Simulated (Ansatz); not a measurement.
Zr:
```
CELL_PARAMETERS angstrom
      0.00000     3.06945     3.06945
      3.06945     0.00000     3.06945
      3.06945     3.06945     0.00000
ATOMIC_POSITIONS crystal
  Zr 0.00000 0.00000 0.00000
  Zr 0.25000 0.25000 0.25000
```

Relaxed with PBEsol. Special points in fractions of this cell's reciprocal vectors: Γ (0.000, 0.000, 0.000); X (0.500, 0.000, 0.500); U (0.625, 0.250, 0.625); K (0.375, 0.375, 0.750); L (0.500, 0.500, 0.500); W (0.500, 0.250, 0.750).

Q: List the band energies nearest the Fermi level at these points for the program Ansatz at the PBEsol level (PAW).

A: In eV from the Fermi level; about four levels below and three above (degenerate sets whole), none deeper than 8.9 eV; points with the same levels are listed once.

```
k                    below                above
-  -----------------------  -------------------
Γ        -4.18 -0.97 -0.97       0.01 0.01 0.01
X  -1.99 -1.99 -0.12 -0.12  0.53 0.53 1.76 1.76
U  -2.16 -1.66 -0.63 -0.07       0.53 1.33 1.48
L  -0.84 -0.84 -0.19 -0.19       0.89 3.42 3.42
W              -2.03 -2.03  0.02 0.02 0.93 0.93
```

Space group Fd-3m (diamond). The start of the workflow was typed in or built on a structure type; neither database checked (COD, Materials Project) lists it. It is not the phase usual at ambient conditions (space group No. 194). The cell was relaxed with PBEsol under the symmetry of its start; its stability against distortions is not shown here. The run is not spin-polarised. The volume moved by -22 % from the start of the relaxation. Scalar-relativistic: spin–orbit coupling is off unless named, which matters more the heavier the elements.

Potentials: the earlier of the program's two PAW sets. The files were generated under PBE; for other functionals the program regenerates the frozen cores, and for LDA and PBEsol the local potential too.
